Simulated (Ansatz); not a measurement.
ReC (rock salt), relaxed with PBE (Ansatz, an electronic-structure program, plane waves, PAW): a = b = c = 4.347 Å, α = β = γ = 90.00°.

| Quantity | Value |
|---|---|
| ΔH_f (eV/atom) | 0.92 |
| B₀ by P(V) fit (GPa) | 369 |

### Question
The same phase is relaxed and computed with PBEsol in the same code. What are the cell and these values now?

### Answer
a = 4.311 Å, b = 4.311 Å, c = 4.311 Å, α = 90.00°, β = 90.00°, γ = 90.00°.

- ΔH_f (eV/atom): 0.85
- B₀ by P(V) fit (GPa): 397

Typed or built starts, not in the databases checked: ReC, rock salt. Unstable at this level: ReC, rock salt with PBEsol. All cells were relaxed under the symmetry of their starts (and spin orders); stability against distortions was not tested throughout. Rows with no word on spin ran without spin polarisation. Scalar-relativistic: spin–orbit coupling is off unless named, which matters more the heavier the elements.

Potentials: the later of the program's two PAW sets.

Ansatz is a plane-wave DFT program.

Formation energies count from the lowest solids of the elements computed at the same level, not from gases.
